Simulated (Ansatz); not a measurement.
## Cancellation of cutoff errors in IrRu

Level of theory: Ansatz, DFT PBEsol, scalar-relativistic, plane waves, PAW.

```yaml
crystal:
  lattice:
    - [2.72491, 0.00000, 0.00000]
    - [-1.36246, 2.35984, 0.00000]
    - [0.00000, 0.00000, 4.33070]
  atoms:
    - { symbol: Ru, position: [0.66667, 0.33333, 0.00000] }
    - { symbol: Ir, position: [0.00000, 0.00000, 0.50000] }
```

- Γ-centred k-mesh: 18×18×10
- occupation rule: Gaussian smearing, 0.1 eV
- spin treatment: unpolarised

A second cell has all atoms moved and the lattice slightly strained:

```yaml
crystal:
  lattice:
    - [2.70369, 0.00167, 0.03526]
    - [-1.35040, 2.37567, -0.00017]
    - [0.05604, 0.03205, 4.23931]
  atoms:
    - { symbol: Ru, position: [0.64127, 0.26307, 0.98857] }
    - { symbol: Ir, position: [0.98122, 0.94744, 0.46765] }
```

It ran on a 12×12×8 mesh, another than the first cell's, which shifts the difference by nearly the same amount at every cutoff. Both were run at several values of the cutoff; energies per atom at zero smearing, errors against the largest value (420 eV), which isn't proved converged itself.

```tsv
cutoff	error, first cell (meV)	error, second cell (meV)
250 eV	1530.28	1557.95
300 eV	163.77	165.62
350 eV	10.20	10.15
```

Problem. At the largest value the second cell lies 52.89 meV/atom above the first. What is the error of that difference at each value, and where does each quantity come within 1 meV/atom?

Solution. The error of the difference is the second cell's error less the first's:
| cutoff | difference (meV) | its error (meV) |
| --- | --- | --- |
| 250 eV | 80.55 | 27.67 |
| 300 eV | 54.74 | 1.85 |
| 350 eV | 52.85 | -0.04 |

No value below the largest brings the first cell's total energy within 1 meV/atom, while the difference is there from 350 eV on. Most of the error cancels, by a factor of about 88 in the median. A missing short wave mostly misdescribes the region near each nucleus, which both cells share; what doesn't cancel comes largely from the change of volume and bonding.

1 further run of this set isn't shown.